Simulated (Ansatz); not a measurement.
BP:
```cif
data_B3P3
_chemical_formula_sum 'B3 P3'
_space_group_name_H-M_alt 'P6222'
_space_group_IT_number 180
_space_group_name_Hall 'P 62 2 (0 0 4)'
_cell_length_a 3.24060
_cell_length_b 3.24060
_cell_length_c 6.90084
_cell_angle_alpha 90.000
_cell_angle_beta 90.000
_cell_angle_gamma 120.000
loop_
_atom_site_label
_atom_site_type_symbol
_atom_site_symmetry_multiplicity
_atom_site_Wyckoff_symbol
_atom_site_fract_x
_atom_site_fract_y
_atom_site_fract_z
_atom_site_occupancy
B1 B 3 d 0.50000 0.00000 0.50000 1
P1 P 3 c 0.50000 0.00000 0.00000 1
```

Relaxed at zero pressure with LDA (plane waves, PAW; program Ansatz).

Problem. The volume is lowered by 6 % and shape and atoms relax at that volume. What pressure results, and how do the axes share the change?

Solution. 13.1 GPa; a -2.0 %, b -2.0 %, c -2.1 %; the energy rises by 24 meV/atom.

Problem. Give the new structure.

Solution. 
Space group P6₂22 (No. 180); a = b = 3.1755 Å, c = 6.7555 Å, α = β = 90.00°, γ = 120.00°

| atom | site | symmetry | x | y | z |
|---|---|---|---|---|---|
| B | 3d | 222 | 0.5000 | 0.0000 | 0.5000 |
| P | 3c | 222 | 0.5000 | 0.0000 | 0.0000 |

The phase is kept; no other phase was compared at this pressure.

Space group P6_222. The start of the workflow was typed in or built on a structure type; neither database checked (COD, Materials Project) lists it. It is not the phase usual at ambient conditions (space group No. 216). Symmetry was held in the LDA relaxation; its stability against distortions is not shown here.

Potentials: the earlier of the program's two PAW sets. The files were generated under PBE; for other functionals the program regenerates the frozen cores, and for LDA and PBEsol the local potential too.
